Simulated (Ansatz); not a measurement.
Strain and the gap of SiC (4H polytype)

SiC (4H polytype), relaxed with r2SCAN in the plane-wave code Ansatz. The symmetry is P6_3mc (No. 186, hexagonal); conventional cell a = 3.078 Å, c = 10.077 Å, 10.33 Å³ an atom. Si is surrounded by 4 C at 1.88–1.89 Å; Si is surrounded by 4 C at 1.89 Å; C is surrounded by 4 Si at 1.89 Å; C is surrounded by 4 Si at 1.88–1.89 Å.

The axes x, y and z are those of this cell:
```
Si C
1.0
     3.07756    0.00000    0.00000
    -1.53878    2.66524    0.00000
     0.00000    0.00000   10.07672
Si C
4 4
Direct
  0.00000 0.00000 0.99986
  0.33333 0.66667 0.24991
  0.00000 0.00000 0.49986
  0.66667 0.33333 0.74991
  0.00000 0.00000 0.18728
  0.33333 0.66667 0.43795
  0.00000 0.00000 0.68728
  0.66667 0.33333 0.93795
```

Unstrained: The PBE gap is indirect, 2.226 eV (Γ to M), below the direct gap of 3.349 eV at M. With r2SCAN the valence top lies at Γ and the conduction bottom at M, 2.598 eV higher; the smallest vertical gap, at M, is 3.776 eV. HSE06 gives an indirect gap of 3.140 eV, from Γ to M; the least direct gap is 4.375 eV at M. Meshes: PBE 12×12×4, r2SCAN 12×12×4, HSE06 6×6×2. Strains are changes of length per length. After each strain the atoms were relaxed again with r2SCAN within the symmetry that the strain leaves, so tilts or polar shifts that break it weren't tested; points keep the names that they have in the unstrained zone. Calculated for a static, non-magnetic cell.

Changes of the least gap in eV (an overlap counts as a negative gap):

| strain | volume change (%) | space group | PBE | r2SCAN | HSE06 | energy rise, r2SCAN (meV/atom) |
| --- | --- | --- | --- | --- | --- | --- |
| epitaxial -3.0 % in the xy plane, free normal strain +0.57 % | -5.4 | P6_3mc | -0.266 | -0.263 | -0.255 | 38.9 |
| epitaxial -2.0 % in the xy plane, free normal strain +0.38 % | -3.6 | P6_3mc | -0.163 | -0.160 | -0.156 | 16.9 |
| epitaxial -1.0 % in the xy plane, free normal strain +0.19 % | -1.8 | P6_3mc | -0.074 | -0.073 | -0.070 | 4.1 |
| epitaxial +1.0 % in the xy plane, free normal strain -0.17 % | +1.8 | P6_3mc | +0.013 | +0.005 | +0.007 | 3.9 |
| epitaxial +2.0 % in the xy plane, free normal strain -0.33 % | +3.7 | P6_3mc | -0.087 | -0.076 | -0.085 | 15.4 |
| epitaxial +3.0 % in the xy plane, free normal strain -0.50 % | +5.6 | P6_3mc | -0.211 | -0.210 | -0.216 | 33.9 |

Epitaxial -3.0 % in the xy plane, free normal strain +0.57 %. HSE06: the gap goes from 3.140 to 2.885 eV (-0.255 eV). Stress change with r2SCAN, compression positive: xx +21.30, yy +21.30, zz -0.01 GPa.

Epitaxial -2.0 % in the xy plane, free normal strain +0.38 %. HSE06: the gap goes from 3.140 to 2.984 eV (-0.156 eV). Stress change with r2SCAN, compression positive: xx +13.62, yy +13.62, zz -0.03 GPa.

Epitaxial -1.0 % in the xy plane, free normal strain +0.19 %. HSE06: the gap goes from 3.140 to 3.070 eV (-0.070 eV). Stress change with r2SCAN, compression positive: xx +6.53, yy +6.53, zz -0.03 GPa.

Epitaxial +1.0 % in the xy plane, free normal strain -0.17 %. HSE06: the gap goes from 3.140 to 3.147 eV (+0.007 eV); with r2SCAN the top three valence levels at Γ, grouped 2+1 from the top over 52 meV, become 1+2 over 53 meV. Stress change with r2SCAN, compression positive: xx -6.00, yy -6.00, zz -0.03 GPa.

Epitaxial +2.0 % in the xy plane, free normal strain -0.33 %. HSE06: the gap goes from 3.140 to 3.055 eV (-0.085 eV); with r2SCAN the top three valence levels at Γ, grouped 2+1 from the top over 52 meV, become 1+2 over 140 meV. Stress change with r2SCAN, compression positive: xx -11.49, yy -11.49, zz -0.03 GPa.

Epitaxial +3.0 % in the xy plane, free normal strain -0.50 %. HSE06: the gap goes from 3.140 to 2.924 eV (-0.216 eV); with r2SCAN the top three valence levels at Γ, grouped 2+1 from the top over 52 meV, become 1+2 over 213 meV. Stress change with r2SCAN, compression positive: xx -16.48, yy -16.48, zz +0.04 GPa.

The meshes of the hybrids are coarse, so their gaps aren't converged to the digits shown.

The splittings at Γ are without spin-orbit coupling, which regroups them where it is of like size or larger.
